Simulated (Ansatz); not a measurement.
Total density of states per atom from DFT-PBE in the program Ansatz with PAW potentials, in 0.25 eV bins, energy from the Fermi level:

```
E (eV) | states/eV/atom
    -7.85 | ############################## 1.49
    -7.60 | ###################### 1.09
    -7.35 | ####### 0.33
    -7.10 | ######## 0.38
    -6.85 | ########## 0.50
    -6.60 | ########## 0.51
    -6.35 | ########### 0.55
    -6.10 | ########## 0.50
    -5.85 | ########### 0.55
    -5.60 | ################# 0.85
    -5.35 | ################### 0.93
    -5.10 | ################ 0.80
    -4.85 | ################# 0.86
    -4.60 | ############### 0.72
    -4.35 | ############# 0.65
    -4.10 | ############ 0.57
    -3.85 | ########### 0.53
    -3.60 | ########## 0.50
    -3.35 | ########### 0.54
    -3.10 | ####### 0.33
    -2.85 | ### 0.16
    -2.60 | ## 0.11
    -2.35 | ######## 0.42
    -2.10 | ############ 0.61
    -1.85 | ######################## 1.19
    -1.60 | ########################### 1.34
    -1.35 | ################### 0.94
    -1.10 | ############# 0.63
    -0.85 | ####### 0.34
    -0.60 | ##### 0.26
    -0.35 | ########## 0.49
    -0.10 | ########## 0.50
     0.15 | ########### 0.52
     0.40 | ########## 0.51
     0.65 | ### 0.17
     0.90 | # 0.07
     1.15 | #### 0.21
     1.40 | ##### 0.25
     1.65 | ##### 0.27
     1.90 | ####### 0.33
     2.15 | ######## 0.41
     2.40 | ####### 0.33
     2.65 | ####### 0.35
     2.90 | ###### 0.32
     3.15 | ######## 0.42
     3.40 | ########## 0.50
     3.65 | ########### 0.53
     3.90 | ########## 0.48
     4.15 | ######## 0.39
     4.40 | ####### 0.35
     4.65 | ## 0.11
```

**Question.** Which compound is it?
(A) CaO, rock salt
(B) IrO2, rutile
(C) CdO, rock salt
(D) CdO, P-6m2 (Cd on 1a, O on 1f)

**Answer.** B, IrO2, rutile. Within 0.5 eV of the Fermi level: Ir 5d 56 %, O 2p 42 %. Projections are on Löwdin-orthogonalised atomic valence shells; empty p or d shells of many metals are not among them.

Space group P4_2/mnm (rutile). Symmetry was held in the PBE relaxation. The run is not spin-polarised. Spin–orbit coupling is left out wherever it is not named.

Potentials: the later of the program's two PAW sets.
